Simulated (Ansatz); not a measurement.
Data:

AlNi (CsCl type, Pm-3m), a = b = c = 2.8633 Å, α = β = γ = 90.00°.

This is the r²SCAN-relaxed structure.

**Question.** All from r²SCAN (plane waves, PAW; program Ansatz), unless another level is named. Predict the formation energy from the elements (no fitted shifts).

**Answer.** -0.68 eV/atom.

**Question.** Give the density of states at the Fermi level.

**Answer.** 0.40 states/eV per atom (mean over ±0.08 eV).

The cell was relaxed with r²SCAN under the symmetry of its start. The workflow began spin-polarised and lost its moments. The references are the lowest solids computed at this level, not always the standard phases.

Potentials: the later of the program's two PAW sets.
